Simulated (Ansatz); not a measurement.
LiBH₄:
```cif
data_H8B2Li2
_chemical_formula_sum 'Li2 B2 H8'
_space_group_name_H-M_alt 'P 1'
_space_group_IT_number 1
_cell_length_a 3.86659
_cell_length_b 3.86659
_cell_length_c 6.01338
_cell_angle_alpha 90.000
_cell_angle_beta 90.000
_cell_angle_gamma 89.415
loop_
_space_group_symop_operation_xyz
  'x, y, z'
loop_
_atom_site_label
_atom_site_type_symbol
_atom_site_fract_x
_atom_site_fract_y
_atom_site_fract_z
_atom_site_occupancy
Li1 Li 0.99780 0.00220 0.50000 1
Li2 Li 0.99780 0.00220 0.00000 1
B1 B 0.01643 0.51590 0.75000 1
B2 B 0.48410 0.98357 0.25000 1
H1 H 0.83078 0.52597 0.58457 1
H2 H 0.47403 0.16922 0.41543 1
H3 H 0.83078 0.52597 0.91543 1
H4 H 0.47403 0.16922 0.08457 1
H5 H 0.23067 0.74632 0.75000 1
H6 H 0.25368 0.76933 0.25000 1
H7 H 0.19964 0.25736 0.75000 1
H8 H 0.74264 0.80036 0.25000 1
```

Relaxed with LDA.

Q: Give the optical modes at the zone centre with their infrared and Raman activity from DFPT, the program Ansatz at the LDA level (PAW).

A: Transverse frequencies, without the LO–TO term; a row sums one degenerate level.

```
ω (cm⁻¹)  degeneracy  IR ((D/Å)²/amu)  Raman (Å⁴/amu)  activity  symmetry
--------  ----------  ---------------  --------------  --------  --------
196                1             0.35             2.4  IR+Raman        B1
196                1             0.00            0.11     Raman        A2
197                1             0.08           0.071  IR+Raman        B2
206                1             2.02             1.8  IR+Raman        A1
245                1             0.00               0    silent        A2
287                1             4.39               0        IR        B1
288                1             5.57            0.32  IR+Raman        B2
291                1             5.44             3.3  IR+Raman        A1
357                1             0.00             1.3     Raman        A2
373                1             2.12             1.9  IR+Raman        A1
374                1             4.11               0        IR        B2
375                1             2.26             1.2  IR+Raman        B1
389                1             3.01             5.6  IR+Raman        B1
428                1             0.00            0.24     Raman        B2
471                1             0.00             5.2     Raman        A2
1014               1             0.13              12  IR+Raman        A1
1027               1             0.01             2.5  IR+Raman        B2
1110               1             2.59             1.9  IR+Raman        B1
1113               1             0.00               0    silent        A2
1115               1             0.90            0.30  IR+Raman        B2
1126               1             0.67             1.6  IR+Raman        A1
1195               1             0.00              99     Raman        B2
1195               1             0.01              14     Raman        A1
1288               1             0.00              78     Raman        A2
1290               1             0.01              73     Raman        B1
2327               1             0.02             8.8  IR+Raman        B2
2329               1             0.70            2800  IR+Raman        A1
2386               1            10.00             350  IR+Raman        B1
2402               1             8.78            0.36  IR+Raman        B2
2408               1             3.96             290  IR+Raman        A1
2410               1             0.00             230     Raman        A2
2454               1             4.42             640  IR+Raman        A1
2456               1             0.53             260  IR+Raman        B2
```

Q: How high does the top mode go among those that the LO–TO term moves?

A: 2403 cm⁻¹ for q along x, 2458 cm⁻¹ for q along y, 2463 cm⁻¹ for q along z.

Space group Ama2. The first step of the workflow began from a Materials Project structure, measured or hypothetical; the Crystallography Open Database copy checked does not list it. COD files the formula under space group No. 62, so this cell is another polymorph or a model. Its standing as an ambient phase is unchecked. Symmetry was held in the LDA relaxation; phonons on a q-mesh show no instability.

Potentials: the later of the program's two PAW sets.
